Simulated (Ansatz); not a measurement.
Na:
```
Na
1.0
   -2.11180     2.11180     2.11180
    2.11180    -2.11180     2.11180
    2.11180     2.11180    -2.11180
Na
1
Direct
  0.00000   0.00000   0.00000
```

Relaxed with plane-wave PAW r²SCAN (Ansatz code). Indices refer to the conventional cell of Im-3m, a = b = c = 4.224 Å, α = β = γ = 90.00°.

Simulate the powder diffraction pattern (Cu Kα, λ = 1.54184 Å; lines above 1 %) up to 2θ = 90°.

Simulated powder pattern, Cu Kα, λ = 1.54184 Å (kinematic, ideal powder, no thermal factors, no anomalous dispersion; the 30 strongest lines at most, above 1 %, up to 2θ = 90°):

```json
[
 {"2θ (°)": "29.92", "d (Å)": "2.987", "I/Imax (%)": "100", "hkl": "(110)"},
 {"2θ (°)": "42.82", "d (Å)": "2.112", "I/Imax (%)": "18", "hkl": "(200)"},
 {"2θ (°)": "53.12", "d (Å)": "1.724", "I/Imax (%)": "36", "hkl": "(211)"},
 {"2θ (°)": "62.16", "d (Å)": "1.493", "I/Imax (%)": "10", "hkl": "(220)"},
 {"2θ (°)": "70.51", "d (Å)": "1.336", "I/Imax (%)": "13", "hkl": "(310)"},
 {"2θ (°)": "78.44", "d (Å)": "1.219", "I/Imax (%)": "3.0", "hkl": "(222)"},
 {"2θ (°)": "86.15", "d (Å)": "1.129", "I/Imax (%)": "14", "hkl": "(321)"}
]
```

The cell was relaxed with r²SCAN under the symmetry of its start; phonons on a q-mesh show no instability.

Potentials: the later of the program's two PAW sets.
